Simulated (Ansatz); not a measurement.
# Computed properties of BeSe

BeSe:
```cif
data_Be3Se3
_chemical_formula_sum 'Be3 Se3'
_space_group_name_H-M_alt 'P6222'
_space_group_IT_number 180
_space_group_name_Hall 'P 62 2 (0 0 4)'
_cell_length_a 3.67161
_cell_length_b 3.67161
_cell_length_c 8.26567
_cell_angle_alpha 90.000
_cell_angle_beta 90.000
_cell_angle_gamma 120.000
loop_
_atom_site_label
_atom_site_type_symbol
_atom_site_symmetry_multiplicity
_atom_site_Wyckoff_symbol
_atom_site_fract_x
_atom_site_fract_y
_atom_site_fract_z
_atom_site_occupancy
Be1 Be 3 d 0.50000 0.00000 0.50000 1
Se1 Se 3 c 0.50000 0.00000 0.00000 1
```

Space group P6_222 (No. 180); conventional cell a = b = 3.672 Å, c = 8.266 Å, α = β = 90.00°, γ = 120.00°.

Method: PBE (plane waves, PAW; program Ansatz). Structure relaxed to zero pressure with the same functional. Other levels are named where they apply.

**Cell and energy**

```
Item                                                           Value
-----------------------------------------------------  -------------
Volume per atom                                             16.08 Å³
Density                                                   4.54 g/cm³
Formation energy from the elements (no fitted shifts)  -0.51 eV/atom
```

**Electronic structure**

```
Item                                                                      Value
----------------------------------------  -------------------------------------
Band gap                                                     2.15 eV (indirect)
Valence-band maximum                                                       at Γ
Conduction-band minimum                             at M (3 equivalent valleys)
Smallest direct gap on the standard path                                3.15 eV
Electron effective mass                   0.22, 0.51, 3.0 mₑ (principal values)
```

**Mechanics**

```
Property                              Result
----------------------------------  --------
Bulk modulus (Birch–Murnaghan fit)  810 kbar
Pressure derivative B′                   3.9
```

The cell is a constructed one: a structure type filled with these elements; neither database checked (COD, Materials Project) lists it. COD files the formula under space group No. 216. Whether it is the stable phase at ambient conditions was not checked. Symmetry was held in the PBE relaxation; its stability against distortions is not shown here. The references are the lowest solids computed at this level, not always the standard phases. Scalar-relativistic: spin–orbit coupling is off unless named, which matters more the heavier the elements.

Potentials: the later of the program's two PAW sets.
